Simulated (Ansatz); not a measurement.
# Computed properties of TePb

TePb:
```yaml
crystal:
  lattice:
    - [0.00000, 3.64223, 3.64223]
    - [3.64223, 0.00000, 3.64223]
    - [3.64223, 3.64223, 0.00000]
  atoms:
    - { symbol: Te, position: [0.75000, 0.75000, 0.75000] }
    - { symbol: Pb, position: [0.00000, 0.00000, 0.00000] }
```

Space group F-43m (No. 216), zinc blende; conventional cell a = b = c = 7.2845 Å, α = β = γ = 90.00°.

Method: DFT-r²SCAN in the program Ansatz with PAW potentials. Geometry: relaxed at this level of theory. Other levels are named where they apply.

### Cell and energy

| Item | Result |
|---|---|
| Volume per atom | 48.32 Å³ |
| Density | 5.75 g/cm³ |
| Formation energy from the elements (no fitted shifts) | -25 kJ/mol of atoms |

### Electronic structure

| Quantity | Value |
|---|---|
| Band gap | 0.75 eV (indirect) |
| Valence-band maximum | at W |
| Conduction-band minimum | at X (3 equivalent valleys) |
| Smallest direct gap on the standard path | 1.37 eV |
| Electron effective mass | 0.34, 0.34, 2.0 mₑ (principal values) |
| Hole effective mass | 0.45 mₑ (isotropic) |

### Mechanics

| Property | Result |
|---|---|
| Bulk modulus (Birch–Murnaghan fit) | 26.8 GPa |
| Pressure derivative B′ | 4.2 |
| Elastic constants (relaxed ions, GPa) | C11 = 28.2, C12 = 26.1, C44 = -6.4 |
| Mechanical stability | unstable (C has a negative eigenvalue) |
| Piezoelectric stress constants (proper, relaxed ions, C/m²) | e14 = e25 = e36 = 0.38 |

The cell is a constructed one: a structure type filled with these elements; neither database checked (COD, Materials Project) lists it. It is not the phase usual at ambient conditions (space group No. 225). The r²SCAN relaxation kept the symmetry of its start. Signs of piezoelectric constants follow the polarity of the cell as given. The references are the lowest solids computed at this level, not always the standard phases. Spin–orbit coupling is left out wherever it is not named.

Potentials: the later of the program's two PAW sets.
